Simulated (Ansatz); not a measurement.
A geometry of Si away from equilibrium: the start of the relaxation of a generated cell, Si placed in the AFLOW prototype A_tP12_96_ab (as in Si). All values below come from r2SCAN (plane waves to 500 eV, PAW, scalar-relativistic; Ansatz, a quantum-chemistry and plane-wave program). Γ-centred k-mesh 5×5×4 on the run's cell, Fermi–Dirac smearing 0.05 eV.

```xyz
12
Lattice="5.2536 0.0000 0.0000 0.0000 5.2536 0.0000 0.0000 0.0000 6.6195" Properties=species:S:1:pos:R:3:forces:R:3 pbc="T T T" free_energy=-7662.712 pressure_GPa=21.3
Si     0.4460     0.4460     0.0000    1.9069    1.9069    0.0000
Si     3.0728     2.1808     1.6549    1.9069   -1.9069    0.0000
Si     2.1808     3.0728     4.9646   -1.9069    1.9069    0.0000
Si     4.8076     4.8076     3.3098   -1.9069   -1.9069    0.0000
Si     0.9204     1.9922     1.8151   -1.5755   -0.8795   -0.7428
Si     3.5472     0.6346     6.4593   -1.5755    0.8795    0.7428
Si     1.7064     4.6190     3.1496    1.5755   -0.8795    0.7428
Si     4.3332     3.2614     5.1248    1.5755    0.8795   -0.7428
Si     3.2614     4.3332     1.4947    0.8795    1.5755    0.7428
Si     0.6346     3.5472     0.1602    0.8795   -1.5755   -0.7428
Si     4.6190     1.7064     3.4700   -0.8795    1.5755   -0.7428
Si     1.9922     0.9204     4.8044   -0.8795   -1.5755    0.7428
```

Positions in Å, forces in eV/Å, free energy of the cell in eV (comparable only within this code, potentials and settings). Largest force: 2.70 eV/Å, on Si1, Si2, Si3, Si4 (atoms numbered as listed); the geometry lies 0.30 eV/atom above the end of its relaxation.

No spin polarisation in the result.

The run could not lose the symmetry of its start: the end is stationary, and may be a saddle point rather than a minimum.

The end of the path is a generated cell of Si: the first start was made by placing the elements on the sites of a structure type, and the end was not matched to a known phase here, so it may be hypothetical. Known forms of Si include space group No. 227.
